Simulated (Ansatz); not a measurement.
Hf (hcp, Mg type)

```yaml
crystal:
  lattice:
    - [3.20412, 0.00000, 0.00000]
    - [-1.60206, 2.77485, 0.00000]
    - [0.00000, 0.00000, 5.06894]
  atoms:
    - { symbol: Hf, position: [0.33333, 0.66667, 0.75000] }
    - { symbol: Hf, position: [0.66667, 0.33333, 0.25000] }
```

The volume is varied about the relaxed value V₀ at fixed cell shape. Symmetry pins the atoms to their sites.

These are PBE (plane waves to 420 eV, PAW, scalar-relativistic; Ansatz, a program for electronic structure) values and carry that method's errors. k mesh 17×17×9 (Γ-centred), Fermi-Dirac smearing 0.05 eV. The energy includes the smearing's −TS. Stress and pressure are positive under compression. With the shape held, the modulus is that of even scaling; a crystal free to change shape is softer. Hf is run without spin polarisation. Hf was relaxed with its symmetry unable to fall. Spin-orbit coupling is left out, though Hf is heavy. The PAW data are Ansatz's earlier set. The zero of ΔE is the relaxed starting cell. The last digit holds for this mesh only.

| V (Å³/atom) | ΔE (meV/atom) |
|---|---|
| 20.281 | 88.0 |
| 20.844 | 47.6 |
| 21.407 | 20.3 |
| 21.971 | 4.9 |
| 22.534 | 0.0 |
| 23.097 | 4.5 |
| 23.661 | 17.5 |
| 24.224 | withheld |
| 24.787 | 65.4 |

Fit a third-order Birch-Murnaghan form (E₀, V₀, B₀, B₀′ free) to the given rows and predict ΔE at V = 24.224.

Least squares on the 8 given rows: ΔE = E₀ + (9V₀B₀/16)·y²·[2 + (B₀′ − 4)y], y = (V₀/V)^(2/3) − 1, with V₀ = 22.535 Å³/atom, B₀ = 107.3 GPa (160.2 GPa = 1 eV/Å³; the term in eV is multiplied by 1000), B₀′ = 3.43, E₀ = -0.02 meV/atom; root-mean-square residual 0.03 meV/atom. At 24.224 the fit gives 38.1 meV/atom; the calculation gives 38.1 meV/atom, the same to the digits shown. For the pressure the fit gives -6.8 GPa against the computed -6.8 GPa.

(Under strain, the slope of the energy per volume gives the stress and its curvature an elastic modulus.)
